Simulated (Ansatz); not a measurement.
Ti (hcp, Mg type)

```yaml
crystal:
  lattice:
    - [2.93591, 0.00000, 0.00000]
    - [-1.46796, 2.54258, 0.00000]
    - [0.00000, 0.00000, 4.63642]
  atoms:
    - { symbol: Ti, position: [0.33333, 0.66667, 0.75000] }
    - { symbol: Ti, position: [0.66667, 0.33333, 0.25000] }
```

Method: r2SCAN (plane waves to 500 eV, PAW, scalar-relativistic; Ansatz, a first-principles code). Harmonic phonons by density-functional perturbation theory on a 18×18×10 k mesh, in cm⁻¹ and rounded to 5; i marks imaginary ones, q is in fractions of the reciprocal vectors of the cell shown, and the three acoustic modes at Γ are left out. Ti is run without spin polarisation. Ti was relaxed with its symmetry unable to fall.

**Question.** Is the structure dynamically stable at Γ, M = (0.5, 0.0, 0.0), A = (0.0, 0.0, 0.5), L = (0.5, 0.0, 0.5)?

**Answer.** No imaginary mode at these points (lowest 105 cm⁻¹ at A = (0.0, 0.0, 0.5)); other wave vectors were not tested.

**Question.** Predict the phonon wavenumbers at Γ, M = (0.5, 0.0, 0.0), A = (0.0, 0.0, 0.5), L = (0.5, 0.0, 0.5).

**Answer.** 
```
q                              wavenumbers (cm⁻¹)
-------------------  ----------------------------
Γ                                   145 (×2), 170
M = (0.5, 0.0, 0.0)  110, 120, 215, 240, 255, 260
A = (0.0, 0.0, 0.5)            105 (×4), 190 (×2)
L = (0.5, 0.0, 0.5)  185 (×2), 190 (×2), 290 (×2)
```
